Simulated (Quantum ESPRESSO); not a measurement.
# Moving one atom in AlIn2GaP4

These are calculations, not measurements. They come from pw.x of Quantum ESPRESSO 7.5, a plane-wave density functional program, with PseudoDojo standard norm-conserving files (v0.5 for PBE, v0.4.1 for LDA and PBEsol). The cells are made up: elements, strain and atom displacements were drawn at random, and nothing was relaxed. There is no spin polarisation, spin-orbit coupling or dispersion term.

The cell has 8 sites of a zincblende or diamond lattice. Sites 1 to 4 hold Al In In Ga; sites 5 to 8 hold P P P P. Cell vectors in Å: (5.759, 0.000, 0.000); (0.000, 5.759, 0.000); (0.000, 0.000, 5.759). Settings: PBE, cutoff 1088 eV, 4 x 4 x 4 k mesh shifted by half a step, Fermi-Dirac smearing of 0.025 eV.

Each run shifts the P atom on site 5 along y and leaves all else fixed. Site 2 is one of its nearest neighbours. E is the free energy of the cell above the lowest run shown.

| run | shift (Å) | Fy on site 5 (eV/Å) | Fy on site 2 (eV/Å) | P (GPa) | E (meV) |
| --- | --- | --- | --- | --- | --- |
| 1 | -0.0602 | 0.879 | 0.709 | 0.65 | 38.6 |
| 2 | -0.0101 | 0.380 | 0.853 | 0.59 | 7.1 |
| 4 | 0.0326 | -0.049 | 0.981 | 0.56 | 0.0 |
| 5 | 0.0461 | -0.185 | 1.023 | 0.56 | 1.6 |
| 6 | 0.0684 | -0.410 | 1.092 | 0.56 | 8.2 |
| 7 | 0.0761 | -0.488 | 1.116 | 0.56 | 11.7 |
| 3 | 0.0123 | ? | ? | ? | ? |

A rerun of one of these cells at 1377 eV and k mesh 6 x 6 x 6 moved values by no more than 0.007 eV in the cell's energy, 0.02 GPa in stress and 0.002 eV/Å in force.

## Worked fit

A parabola through the six runs shown gives Fy on site 5 = 0.279 - 10.02 u - 0.7 u² eV/Å, with u in Å and a scatter of 0.001 eV/Å. Minus the slope, 10.02 ± 0.01 eV/Å², is this atom's force constant along y at u = 0, with its periodic images moving too. The fitted force vanishes at u = 0.028 Å, where the energy should be lowest along this line. The error is the larger of the fit's own and the change that a cubic makes, rounded up.

## Withheld run

Question: what Fy on site 5 should run 3 give?

The fit gives 0.156 eV/Å. The calculation gave 0.155 eV/Å.

| run | shift (Å) | Fy on site 5 (eV/Å) | Fy on site 2 (eV/Å) | P (GPa) | E (meV) |
| --- | --- | --- | --- | --- | --- |
| 3 | 0.0123 | 0.155 | 0.920 | 0.57 | 1.1 |